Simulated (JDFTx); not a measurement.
InAs(110) slab cut from bulk InAs (space group F-43m, indices of the conventional cell, lattice of the Materials Project entry mp-20305, not re-optimised): 8 atoms in 4 planes, a 1x1 cell of 26.37 Å² (|a| = 4.318, |b| = 6.107 Å), 7.2 Å between the outermost planes, As/In outermost, slab composition In4As4, cell height 22.5 Å, 4×4×1 k mesh, Fermi smearing 0.003 Ha, no spin polarisation. Whether this polymorph is the ambient one wasn't checked.

Computed with JDFTx (a modified build): PBE, GBRV ultrasoft potentials, plane waves to 20/100 Ha. All atoms were relaxed in vacuum, keeping the start's symmetry. The same slab in several liquids and models. The surface is an ideal bare cut with both faces alike: no reconstruction, overlayer or explicit solvent molecules. These are Kohn-Sham edges of the slab on its k mesh, not quasiparticle energies; surface states and confinement enter them. Spin-orbit coupling is left out, which can move the edges for the heavier elements here. Edges are measured from the vacuum level or from the bulk liquid. Outside water the salt is nominal: the model doesn't ask whether it dissolves.

```
medium                                 valence edge (eV)  conduction edge (eV)  rough core time
-------------------------------------  -----------------  --------------------  ---------------
vacuum                                             -4.78                 -4.04                –
CANDLE, water, 1 M KCl                               ___                   ___            7 min
SCCS (g09 parameters), water, 1 M KCl                ___                   ___            9 min
CANDLE, acetonitrile, 1 M NaF                      -4.53                 -3.78            5 min
```

### Question
Complete the blanks.

### Answer

- CANDLE, water, 1 M KCl, valence edge (eV): -4.36
- CANDLE, water, 1 M KCl, conduction edge (eV): -3.60
- SCCS (g09 parameters), water, 1 M KCl, valence edge (eV): -4.43
- SCCS (g09 parameters), water, 1 M KCl, conduction edge (eV): -3.69

The times are rough (shared hosts); only ratios past two mean anything.
